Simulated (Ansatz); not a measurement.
**CdS with a Cd vacancy: do the settings matter for the field gradients?**

This input was run with Ansatz:

```yaml
crystal:
  lattice:
    - [0.0, 8.7495, 8.7495]
    - [8.7495, 0.0, 8.7495]
    - [8.7495, 8.7495, 0.0]
  atoms:
    - { symbol: Cd, position: [0.0, 0.0, 0.3333333333] }
    - { symbol: Cd, position: [0.0, 0.0, 0.6666666667] }
    - { symbol: Cd, position: [0.0, 0.3333333333, 0.0] }
    - { symbol: Cd, position: [0.0, 0.3333333333, 0.3333333333] }
    - { symbol: Cd, position: [0.0, 0.3333333333, 0.6666666667] }
    - { symbol: Cd, position: [0.0, 0.6666666667, 0.0] }
    - { symbol: Cd, position: [0.0, 0.6666666667, 0.3333333333] }
    - { symbol: Cd, position: [0.0, 0.6666666667, 0.6666666667] }
    - { symbol: Cd, position: [0.3333333333, 0.0, 0.0] }
    - { symbol: Cd, position: [0.3333333333, 0.0, 0.3333333333] }
    - { symbol: Cd, position: [0.3333333333, 0.0, 0.6666666667] }
    - { symbol: Cd, position: [0.3333333333, 0.3333333333, 0.0] }
    - { symbol: Cd, position: [0.3333333333, 0.3333333333, 0.3333333333] }
    - { symbol: Cd, position: [0.3333333333, 0.3333333333, 0.6666666667] }
    - { symbol: Cd, position: [0.3333333333, 0.6666666667, 0.0] }
    - { symbol: Cd, position: [0.3333333333, 0.6666666667, 0.3333333333] }
    - { symbol: Cd, position: [0.3333333333, 0.6666666667, 0.6666666667] }
    - { symbol: Cd, position: [0.6666666667, 0.0, 0.0] }
    - { symbol: Cd, position: [0.6666666667, 0.0, 0.3333333333] }
    - { symbol: Cd, position: [0.6666666667, 0.0, 0.6666666667] }
    - { symbol: Cd, position: [0.6666666667, 0.3333333333, 0.0] }
    - { symbol: Cd, position: [0.6666666667, 0.3333333333, 0.3333333333] }
    - { symbol: Cd, position: [0.6666666667, 0.3333333333, 0.6666666667] }
    - { symbol: Cd, position: [0.6666666667, 0.6666666667, 0.0] }
    - { symbol: Cd, position: [0.6666666667, 0.6666666667, 0.3333333333] }
    - { symbol: Cd, position: [0.6666666667, 0.6666666667, 0.6666666667] }
    - { symbol: S, position: [0.0833333333, 0.0833333333, 0.0833333333] }
    - { symbol: S, position: [0.0833333333, 0.0833333333, 0.4166666667] }
    - { symbol: S, position: [0.0833333333, 0.0833333333, 0.75] }
    - { symbol: S, position: [0.0833333333, 0.4166666667, 0.0833333333] }
    - { symbol: S, position: [0.0833333333, 0.4166666667, 0.4166666667] }
    - { symbol: S, position: [0.0833333333, 0.4166666667, 0.75] }
    - { symbol: S, position: [0.0833333333, 0.75, 0.0833333333] }
    - { symbol: S, position: [0.0833333333, 0.75, 0.4166666667] }
    - { symbol: S, position: [0.0833333333, 0.75, 0.75] }
    - { symbol: S, position: [0.4166666667, 0.0833333333, 0.0833333333] }
    - { symbol: S, position: [0.4166666667, 0.0833333333, 0.4166666667] }
    - { symbol: S, position: [0.4166666667, 0.0833333333, 0.75] }
    - { symbol: S, position: [0.4166666667, 0.4166666667, 0.0833333333] }
    - { symbol: S, position: [0.4166666667, 0.4166666667, 0.4166666667] }
    - { symbol: S, position: [0.4166666667, 0.4166666667, 0.75] }
    - { symbol: S, position: [0.4166666667, 0.75, 0.0833333333] }
    - { symbol: S, position: [0.4166666667, 0.75, 0.4166666667] }
    - { symbol: S, position: [0.4166666667, 0.75, 0.75] }
    - { symbol: S, position: [0.75, 0.0833333333, 0.0833333333] }
    - { symbol: S, position: [0.75, 0.0833333333, 0.4166666667] }
    - { symbol: S, position: [0.75, 0.0833333333, 0.75] }
    - { symbol: S, position: [0.75, 0.4166666667, 0.0833333333] }
    - { symbol: S, position: [0.75, 0.4166666667, 0.4166666667] }
    - { symbol: S, position: [0.75, 0.4166666667, 0.75] }
    - { symbol: S, position: [0.75, 0.75, 0.0833333333] }
    - { symbol: S, position: [0.75, 0.75, 0.4166666667] }
    - { symbol: S, position: [0.75, 0.75, 0.75] }
total_charge: -3
kpoints:
  mp_grid: { grid: [2, 2, 2] }
scf:
  occupations: { method: fermi_dirac, width: 0.01 }
hamiltonian:
  xc: pbe
  pseudopotentials: { kind: paw }
output:
  forces: true
  stress: true
  populations: true
  efg: { quadrupole_moments_barn: { S: -0.0694 }, contact_densities: true }
```

It converged. Of its output the block on the nuclei alone is shown, without the SCF iterations, energies, forces and stress (one atom of each set):

```
--- PAW observables at the nuclei: V_zz in 10²¹ V/m², potentials from the cell's mean, atoms counted from 1 ---
  atom   1  Cd V_zz =    -3.237596   η = 0.3997   by run symmetry: allowed
            electrostatic potential = -7703.969111 V   contact ρ = 1035906.896329 e/Å³
  atom   4  Cd V_zz =    +0.681374   η = 0.0000   by run symmetry: allowed
            electrostatic potential = -7703.687035 V   contact ρ = 1035907.393261 e/Å³
  atom   8  Cd V_zz =    +0.563327   η = 0.0000   by run symmetry: allowed
            electrostatic potential = -7703.669320 V   contact ρ = 1035907.229399 e/Å³
  atom  14  Cd V_zz =    -0.507457   η = 0.7195   by run symmetry: allowed
            electrostatic potential = -7703.626475 V   contact ρ = 1035908.525615 e/Å³
  atom  27  S  V_zz =    -9.165457   η = 0.0000   by run symmetry: allowed   C_q = +15.3804 MHz
            electrostatic potential = -1634.333641 V   contact ρ = 19768.034488 e/Å³
  atom  28  S  V_zz =    -1.684634   η = 0.1506   by run symmetry: allowed   C_q = +2.8270 MHz
            electrostatic potential = -1633.393400 V   contact ρ = 19767.036323 e/Å³
  atom  32  S  V_zz =    +0.834653   η = 0.0310   by run symmetry: allowed   C_q = -1.4006 MHz
            electrostatic potential = -1633.312684 V   contact ρ = 19767.020599 e/Å³
  atom  40  S  V_zz =    -0.155971   η = 0.0000   by run symmetry: allowed   C_q = +0.2617 MHz
            electrostatic potential = -1633.179574 V   contact ρ = 19767.588527 e/Å³
  atom  53  S  V_zz =    -0.000000   η = 0.0000   by run symmetry: forbidden   C_q = +0.0000 MHz
            electrostatic potential = -1633.184212 V   contact ρ = 19767.174649 e/Å³
```

Task: Can these gradients be trusted, and how do they compare with a run on standard settings?

Result: Only as results of these settings. Against the standard input the change is `total_charge`: -2 → -3. A site carries the number of its first atom; V_zz in 10²¹ V/m².

```tsv
site	atom	V_zz standard	η standard	V_zz here	η here
Cd1	1	-3.21	0.43	-3.24	0.40
Cd4	4	0.83	0.00	0.68	0.00
Cd8	8	0.66	0.00	0.56	0.00
Cd14	14	-0.55	0.71	-0.51	0.72
S27	27	-9.14	0.00	-9.17	0.00
S28	28	-1.92	0.28	-1.68	0.15
S32	32	1.01	0.10	0.83	0.03
S40	40	-0.082	0.00	-0.16	0.00
```

The largest change of V_zz is on S28, from -1.92 to -1.68. In per cent, |V_zz| changes by +1 on Cd, 0 on S (all sites that start above 2). Sites without a gradient aren't listed. The changed cell holds a charge of -3 on a uniform background, so it isn't the same centre. It has an odd number of electrons and no spin polarisation, so the extra carrier is shared by both spins and spread out, where a real one carries spin and can localise. The gap no longer holds the Fermi energy in the changed run, so its gradients also hang on the k-mesh and the smearing. SCF iterations: 10 and 11.

On the reference run: The defect repeats with the cell of 53 atoms, so it feels its images: sites between two images don't show the values beside a lone defect, and zeros or small values of η there can come from the images' arrangement. A uniform background compensates the cell's charge. Without spin–orbit coupling (the program notes it for Cd) the gradients can shift somewhat, as the gap is small. With a gap of 0.7 eV on this mesh, small gradients can still move by 0.1 × 10²¹ V/m² or more as the k-mesh gets denser. The neighbours have not yet relaxed around the defect (largest force 0.71 eV/Å), so a real crystal will differ.
